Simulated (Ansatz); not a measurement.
C (graphite type, space group P6_3/mmc)

```
CELL_PARAMETERS angstrom
      2.45536     0.00000     0.00000
     -1.22768     2.12640     0.00000
      0.00000     0.00000     6.67065
ATOMIC_POSITIONS crystal
  C  0.00000 0.00000 0.25000
  C  0.00000 0.00000 0.75000
  C  0.33333 0.66667 0.25000
  C  0.66667 0.33333 0.75000
```

The slice is a (0001) plane (indices of the conventional cell) through the point (0.000, 0.000, 0.750) (fractional), spanned by u = [110] and v = [1 -1 0] in vectors of this cell: u (2.46 Å) and v (4.25 Å, at 90° to u). It covers one period; positions are fractions (u, v).

Method: r2SCAN+rVV10 (plane waves to 500 eV, PAW, scalar-relativistic; Ansatz, a first-principles code). k mesh 15×15×5. Near the nuclei the fields are pseudised (PAW); where an atom keeps semicore shells as valence, they peak there. C was relaxed with its symmetry unable to fall.

### Question
What is the valence density on the shortest C–C line in this plane (1.42 Å), at its midpoint?

### Answer
2.07 e/Å³.

### Question
The ELF has a maximum in the middle third of the C–C line. Where, and how high?

### Answer
0.94, 0.7 Å from C.

### Question
Predict the map of the electrostatic potential energy of an electron, from the cell's mean on the slice.

### Answer
```tsv
v \ u	0.00	0.11	0.21	0.32	0.42	0.53	0.63	0.74	0.84	0.95
0.88	x	x	<-3.0	2.4	5.0	5.4	4.1	-0.2	<-3.0	x
0.75	x	x	<-3.0	0.4	3.8	4.2	2.7	<-3.0	x	x
0.62	x	x	x	<-3.0	x	x	<-3.0	<-3.0	x	x
0.50	<-3.0	<-3.0	<-3.0	x	x	x	x	x	<-3.0	<-3.0
0.38	5.4	4.6	1.2	<-3.0	x	x	<-3.0	-2.1	3.4	5.2
0.25	4.2	3.4	-1.5	x	x	x	x	<-3.0	1.8	4.1
0.12	x	x	<-3.0	x	x	x	x	<-3.0	<-3.0	x
0.00	x	x	x	<-3.0	<-3.0	<-3.0	<-3.0	<-3.0	x	x
```

Values: electrostatic potential energy of an electron, from the cell's mean, in eV. Points within 0.6 Å of a nucleus are blanked (x), as the pseudised field means little there. Values under -3 eV are set to -3. The zero, the cell's mean, hangs on the PAW cores.
